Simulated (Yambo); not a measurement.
Yambo run on Li₃BrO (anti-perovskite, space group Pm-3m, No. 221). The wavefunctions are norm-conserving LDA (Quantum ESPRESSO, 84 Ry, without SOC) ones on a 4×4×4 mesh (11 occupied bands); a = 3.9486 Å, b = 3.9486 Å, c = 3.9486 Å, α = 90.00°, β = 90.00°, γ = 90.00°.

Yambo input:

```
rim_cut
HF_and_locXC
RandQpts= 1000000
RandGvec= 1 Ry
EXXRLvcs= 84 Ry
VXCRLvcs= 336 Ry
% QPkrange
 1 | 1 | 11 | 12 |
 3 | 3 | 11 | 12 |
 6 | 6 | 11 | 12 |
 10 | 10 | 11 | 12 |
%
```

k points by index: 1 = Γ, 3 = X, 6 = M, 10 = R.

Table of the .hf output:

```
#    K-point    Band    Eo [eV]    Ehf [eV]    Vxc [eV]    Vnlxc [eV]
#
    1    11    -0.415078    -5.345745    -16.84329    -21.77396
    1    12    4.460711    9.157161    -10.27032    -5.573869
    3    11    -1.125629    -6.520794    -16.49003    -21.88519
    3    12    5.619509    10.36688    -8.410232    -3.662860
    6    11    0.000000    -5.168274    -17.93525    -23.10352
    6    12    4.251991    8.938337    -8.635234    -3.948888
    10    11    -0.924992    -6.558020    -17.05697    -22.68999
    10    12    8.024977    13.11603    -11.85892    -6.767868
```
Exchange alone, without screening.

Geometry of the Materials Project entry, not relaxed at this level.
